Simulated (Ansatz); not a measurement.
The relaxed structure here is a generated cell of WS2: the first start was made by placing the elements on the sites of a structure type, and the end was not matched to a known phase here, so it may be hypothetical. Known forms of WS2 include space group No. 194.

One stationary structure of WS₂. Space group Fm-3m (No. 225), fluorite type. These are PBEsol (plane waves to 420 eV, PAW, scalar-relativistic; Ansatz, a first-principles code) values and carry that method's errors.

```cif
data_S2W
_chemical_formula_sum 'W1 S2'
_space_group_name_H-M_alt 'P 1'
_space_group_IT_number 1
_cell_length_a 4.13154
_cell_length_b 4.13154
_cell_length_c 4.13154
_cell_angle_alpha 60.000
_cell_angle_beta 60.000
_cell_angle_gamma 60.000
loop_
_space_group_symop_operation_xyz
  'x, y, z'
loop_
_atom_site_label
_atom_site_type_symbol
_atom_site_fract_x
_atom_site_fract_y
_atom_site_fract_z
_atom_site_occupancy
W1 W 0.00000 0.00000 0.00000 1
S1 S 0.25000 0.25000 0.25000 1
S2 S 0.75000 0.75000 0.75000 1
```

Task: What is the computed magnetic moment (PBEsol)?

Result: Net 0.51 μB/atom, ferromagnetic.

Spin state reached: ferromagnetic (net 0.51 μB/atom); other spin orders were not run from this start.

The run could not lose the symmetry of its start: the end is stationary, and may be a saddle point rather than a minimum.

All atoms sit on sites fixed by symmetry, so only the cell could relax.
